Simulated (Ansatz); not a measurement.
TaN: computed property card

TaN:
```xyz
2
Lattice="0.0000 2.2081 2.2081 2.2081 0.0000 2.2081 2.2081 2.2081 0.0000" Properties=species:S:1:pos:R:3 pbc="T T T"
Ta     2.2081     2.2081     2.2081
N      0.0000     0.0000     0.0000
```

Space group Fm-3m (No. 225), rock salt; conventional cell a = 4.416 Å, b = 4.416 Å, c = 4.416 Å, α = 90.00°, β = 90.00°, γ = 90.00°.

Method: PBE in the plane-wave PAW code Ansatz. Geometry: relaxed at this level of theory. Other levels are named where they apply.

### Cell and energy

```
Item                                                           Value
-----------------------------------------------------  -------------
Volume per atom                                             10.77 Å³
Density                                                  15.03 g/cm³
Formation energy from the elements (no fitted shifts)  -0.82 eV/atom
```

### Electronic structure

```
Quantity                                                                     Value
------------------------------------  --------------------------------------------
Electronic character                                             metallic (no gap)
Density of states at the Fermi level  0.40 states/eV per atom (mean over ±0.08 eV)
Gap with spin–orbit coupling                                       none (metallic)
```

### Mechanics

```
Quantity                              Value
----------------------------------  -------
Bulk modulus (Birch–Murnaghan fit)  330 GPa
Pressure derivative B′                  4.4
```

This is a known high-temperature phase of the composition, computed here at zero pressure and temperature. The PBE relaxation kept the symmetry of its start; whether a distortion lowers the energy is not shown. No spin polarisation was allowed. The references are the lowest solids computed at this level, not always the standard phases (solids in place of the gases). Scalar-relativistic: spin–orbit coupling is off unless named, which matters more the heavier the elements.

Potentials: the earlier of the program's two PAW sets.
